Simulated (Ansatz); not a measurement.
Sn$_{2}$Pt (cubic Laves (MgCu2 type), Fd-3m) under volume change, DFT-r²SCAN in the program Ansatz with PAW potentials, scaled uniformly.

```
V (Å³/atom)  E − E(relaxed) (meV/atom)  P (GPa)
-----------  -------------------------  -------
21.548                            51.7     8.56
22.258                             ___      ___
22.969                             ___      ___
23.679                             0.0     0.00
24.389                             4.5    -1.96
25.100                            16.9    -3.59
25.810                            35.9    -4.96
```

Problem. Fill in the missing entries.

Solution. 
- 22.258, E − E(relaxed) (meV/atom): 21.5
- 22.258, P (GPa): 5.17
- 22.969, E − E(relaxed) (meV/atom): 5.0
- 22.969, P (GPa): 2.35

Problem. What does a third-order Birch–Murnaghan fit give for V₀, B₀ and B′?

Solution. V₀ = 23.68 Å³/atom, B₀ = 71.5 GPa, B′ = 5.1.

The cell is a constructed one: a structure type filled with these elements; neither database checked (COD, Materials Project) lists it. COD files the formula under space group No. 225, so this cell is another polymorph or a model. Whether it is the stable phase at ambient conditions was not checked. The r²SCAN relaxation kept the symmetry of its start; its stability against distortions is not shown here. No spin polarisation was allowed. Spin–orbit coupling is left out wherever it is not named.

Potentials: the earlier of the program's two PAW sets.
